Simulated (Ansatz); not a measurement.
Consider the following.

BN:
```
CELL_PARAMETERS angstrom
      2.31180     0.00000     0.00000
      0.00000     2.31180     0.00000
      0.00000     0.00000     2.31180
ATOMIC_POSITIONS crystal
  B  0.00000 0.00000 0.00000
  N  0.50000 0.50000 0.50000
```

This is the r²SCAN-relaxed structure.

Question: All from the program Ansatz at the r²SCAN level (PAW), unless another level is named. Estimate the electronic character.

Answer: metallic (no gap).

Question: What about the formation energy from the elements (no fitted shifts)?

Answer: 2.73 eV/atom.

Question: Next, the density of states at the Fermi level?

Answer: 0.34 states/eV per atom (mean over ±0.08 eV).

Space group Pm-3m (CsCl type). The start of the workflow was typed in or built on a structure type; neither database checked (COD, Materials Project) lists it. It is not the phase usual at ambient conditions (space group No. 186, 194, 216). The r²SCAN relaxation kept the symmetry of its start. At this level the phase is mechanically unstable. The volume moved by 31 % from the start of the relaxation. Its formation energy is positive at this level, so the cell may be metastable or incomplete. The references are the lowest solids computed at this level, not always the standard phases (solids in place of the gases).

Potentials: the later of the program's two PAW sets.
